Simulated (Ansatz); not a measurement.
KPH2O4:
```yaml
crystal:
  lattice:
    - [0.00000, 5.30089, 3.46119]
    - [5.25942, 0.00000, 3.46119]
    - [5.25942, 5.30089, 0.00000]
  atoms:
    - { symbol: K, position: [0.24948, 0.24948, 0.75052] }
    - { symbol: K, position: [0.49948, 0.49948, 0.00052] }
    - { symbol: H, position: [0.02597, 0.73427, 0.38864] }
    - { symbol: H, position: [0.73427, 0.02597, 0.85111] }
    - { symbol: H, position: [0.39889, 0.86136, 0.51573] }
    - { symbol: H, position: [0.86136, 0.39889, 0.22403] }
    - { symbol: P, position: [0.76259, 0.76259, 0.23741] }
    - { symbol: P, position: [0.01259, 0.01259, 0.48741] }
    - { symbol: O, position: [0.21876, 0.04755, 0.51530] }
    - { symbol: O, position: [0.04755, 0.21876, 0.21838] }
    - { symbol: O, position: [0.03162, 0.73470, 0.20245] }
    - { symbol: O, position: [0.73470, 0.03162, 0.03124] }
    - { symbol: O, position: [0.72962, 0.02484, 0.70822] }
    - { symbol: O, position: [0.02484, 0.72962, 0.53732] }
    - { symbol: O, position: [0.71268, 0.54178, 0.22516] }
    - { symbol: O, position: [0.54178, 0.71268, 0.52038] }
```

Relaxed with PBEsol. Special points in fractions of this cell's reciprocal vectors: Γ (0.000, 0.000, 0.000); T (0.000, 0.500, 0.500); Z (0.500, 0.500, 1.000); Y (0.500, 0.000, 0.500); Λ0 (0.465, 0.465, 0.000); Q0 (0.535, 0.535, 1.000); G0 (0.248, 0.748, 0.500); H0 (0.752, 0.252, 0.500); L (0.500, 0.500, 0.500).

Problem. List the band energies nearest the valence-band maximum at these points for the program Ansatz at the PBEsol level (PAW).

Solution. In eV from the valence-band maximum; about four levels below and three above (degenerate sets whole), none deeper than 8.9 eV; points with the same levels are listed once.

| k | below | above |
|---|---|---|
| Γ | -0.39 -0.30 -0.18 -0.03 | 5.63 8.25 8.98 |
| T | -0.41 -0.41 0.00 0.00 | 7.63 7.63 8.83 8.83 |
| Z | -0.51 -0.51 -0.12 -0.12 | 7.96 7.96 8.49 8.49 |
| Y | -0.24 -0.24 -0.19 -0.19 | 7.60 7.60 8.75 8.75 |
| Λ0 | -0.50 -0.49 -0.13 -0.11 | 7.96 7.97 8.31 |
| G0 | -0.35 -0.35 -0.09 -0.09 | 8.04 8.04 8.22 8.22 |
| L | -0.42 -0.37 -0.18 -0.05 | 7.42 7.79 8.34 |

Space group Fdd2. The first step of the workflow began from a Materials Project structure, measured or hypothetical; the Crystallography Open Database files this formula in space group No. 43, but the cells were not matched. Whether it is the stable phase at ambient conditions was not checked. The PBEsol relaxation kept the symmetry of its start; its stability against distortions is not shown here.

Potentials: the earlier of the program's two PAW sets. The files were generated under PBE; for other functionals the program regenerates the frozen cores, and for LDA and PBEsol the local potential too.
